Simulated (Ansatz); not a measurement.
A relaxation computed with Ansatz, from input to last step.

```yaml
crystal:
  lattice:
    - [0.0, 2.5667331637, 2.5667331637]
    - [2.5667331637, 0.0, 2.5667331637]
    - [2.5667331637, 2.5667331637, 0.0]
  atoms:
    - { symbol: Be, position: [0.0, 0.0, 0.0] }
    - { symbol: Sn, position: [0.5, 0.5, 0.5] }
basis:
  ecutwfc: 420
kpoints:
  mp_grid: { grid: [6, 6, 6] }
hamiltonian:
  xc: pbe
scf:
  occupations: { method: gaussian, width: 0.1 }
  lower_state_search: "off"
output:
  forces: true
  stress: true
  eigenvalues: true
relax:
  adjacent_minimum: "off"
  f_tol: 0.04
  max_steps: 70
  cell: { stress_tol: 0.4 }
```

```bash
ansatz run input.yaml --threads 1 --pin off --max-ram 2560MiB --backend cpu --events-out ev --progress --plain --runs-dir out
```

Method: DFT PBE, scalar-relativistic, plane waves, PAW (Ansatz 0.2.0).

Of 4 frames 4 are shown, positions in Å and forces in eV/Å; the SCF threshold varies from step to step. Steps run on the plane waves of an earlier cell, with a Pulay correction in the pressure. The basis is chosen afresh for the last frame, the zero of the energies, and at times for earlier ones too; energy and pressure step there, also at an unchanged geometry.

```xyz
2
Lattice="0.0000 2.5667 2.5667 2.5667 0.0000 2.5667 2.5667 2.5667 0.0000" Properties=species:S:1:pos:R:3:forces:R:3 pbc="T T T" step=1 free_energy_over_end_meV_per_atom=20.72 pressure_GPa=5.64
Be    0.0000    0.0000    0.0000    0.0000    0.0000    0.0000
Sn    2.5667    2.5667    2.5667    0.0000    0.0000    0.0000
2
Lattice="0.0000 2.6668 2.6668 2.6668 0.0000 2.6668 2.6668 2.6668 0.0000" Properties=species:S:1:pos:R:3:forces:R:3 pbc="T T T" step=2 free_energy_over_end_meV_per_atom=7.19 pressure_GPa=-2.62
Be    0.0000    0.0000    0.0000    0.0000    0.0000    0.0000
Sn    2.6668    2.6668    2.6668    0.0000    0.0000    0.0000
2
Lattice="0.0000 2.6334 2.6334 2.6334 0.0000 2.6334 2.6334 2.6334 0.0000" Properties=species:S:1:pos:R:3:forces:R:3 pbc="T T T" step=3 free_energy_over_end_meV_per_atom=0.36 pressure_GPa=-0.34
Be    0.0000    0.0000    0.0000    0.0000    0.0000    0.0000
Sn    2.6334    2.6334    2.6334    0.0000    0.0000    0.0000
2
Lattice="0.0000 2.6334 2.6334 2.6334 0.0000 2.6334 2.6334 2.6334 0.0000" Properties=species:S:1:pos:R:3:forces:R:3 pbc="T T T" step=4 free_energy_over_end_meV_per_atom=0.00 pressure_GPa=-0.33
Be    0.0000    0.0000    0.0000    0.0000    0.0000    0.0000
Sn    2.6334    2.6334    2.6334    0.0000    0.0000    0.0000
```

The start puts this composition into another compound's structure type, which needn't suit it. At the end the space group is Fm-3m (tolerance 0.05 Å).

It took 4.6 s on 1 thread of AMD EPYC 7R43 64-Core Processor (Zen 3), with other jobs on the host, peak memory 0.34 GiB.

The k mesh is coarse.